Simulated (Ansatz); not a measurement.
**Ir (Fm-3m), two-dimensional strain map**

Theory: DFT r2SCAN, scalar-relativistic, plane waves, PAW (Ansatz). The runs took a 500 eV cutoff, a Γ-centred 22×22×22 mesh and Gaussian smearing (0.15 eV). Spin–orbit coupling is left out, which can shift energies with elements as heavy as these. No spin polarisation. Energies are free energies at this smearing, counted from the undisturbed cell; pressure is positive in compression.

Reference structure (as given, not relaxed at this level; it stands at 1.6 GPa):

```xyz
1
Lattice="0.0000 1.9197 1.9197 1.9197 0.0000 1.9197 1.9197 1.9197 0.0000" Properties=species:S:1:pos:R:3 pbc="T T T"
Ir    0.0000    0.0000    0.0000
```

The cell is strained by p along both x and y and by q along z, fractional coordinates fixed. Points are written (p, q).

p was sampled at -0.050, -0.025, 0.000, 0.025, 0.050 and q at -0.050, -0.025, 0.000, 0.025, 0.050.

Task: Where on the computed points is the energy highest, and how high?

Result: At (-0.050, -0.050): 489.4 meV/atom.

Task: Away from (0, 0), which computed point is lowest?

Result: (0.000, 0.025): 13.2 meV/atom.

The map, in meV/atom:

```
 p \ q  -0.050  -0.025  0.000  0.025  0.050
-0.050   489.4   342.4  247.9  198.4  186.6
-0.025   218.0   116.0   60.7   45.2   63.6
 0.000    85.6    22.0    0.0   13.2   56.2
 0.025    63.2    32.5   38.5   75.8  139.3
 0.050   126.8   124.5  154.2  211.3  291.7
```

Cost: 25 runs of about 5.4 core-minutes in all, on AMD EPYC 7R43 (Zen 3) (shared hosts).